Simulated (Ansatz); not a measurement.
Computed with DFT, BLYP, plane waves (420 eV) with PAW, scalar-relativistic (Ansatz 0.2.0). (PAW data from PBE, frozen cores regenerated.)

An element in the omega (AlB2-type) structure gives this curve. The cell is scaled uniformly from the relaxed one, with fractional coordinates and shape fixed. Energies are extrapolated to zero smearing, pressures are those at the given smearing. Magnetic state: spin not included.

```tsv
V (Å³/atom)	E − E₀ (meV/atom)	P (GPa)
67.393	12.7	0.51
70.457	5.2	0.31
73.520	1.2	0.14
76.583	0.0	0.01
79.647	1.1	-0.10
82.710	4.2	-0.19
85.773	8.8	-0.26
```

(1) Which element is it?
A. lanthanum
B. potassium
C. strontium
D. barium

Answers

(1) B. Its fit is V₀ = 76.50 Å³/atom, B₀ = 3.0 GPa, B₀′ = 4.0.
